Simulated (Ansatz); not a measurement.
Given:

Cs₂AgBiBr₆:
```
CELL_PARAMETERS angstrom
      0.00000     5.59361     5.59361
      5.59361     0.00000     5.59361
      5.59361     5.59361     0.00000
ATOMIC_POSITIONS crystal
  Bi 0.00000 0.00000 0.00000
  Ag 0.50000 0.50000 0.50000
  Cs 0.25000 0.25000 0.25000
  Cs 0.75000 0.75000 0.75000
  Br 0.25395 0.74605 0.25395
  Br 0.25395 0.74605 0.74605
  Br 0.74605 0.25395 0.74605
  Br 0.74605 0.25395 0.25395
  Br 0.25395 0.25395 0.74605
  Br 0.74605 0.74605 0.25395
```

This is the PBEsol-relaxed structure.

Q: All from PBEsol in the plane-wave PAW code Ansatz, unless another level is named. Predict the band gap.

A: 1.10 eV (indirect).

Q: Predict the gap with spin–orbit coupling.

A: 0.89 eV.

Q: Predict the formation energy from the elements (no fitted shifts).

A: -1.12 eV/atom.

Q: What about the conduction-band minimum?

A: at L (4 equivalent valleys).

Space group Fm-3m. The cell was relaxed with PBEsol under the symmetry of its start; phonons show weakly imaginary modes. No spin polarisation was allowed. The references are the lowest solids computed at this level, not always the standard phases. Scalar-relativistic: spin–orbit coupling is off unless named, which matters more the heavier the elements.

Potentials: the later of the program's two PAW sets.
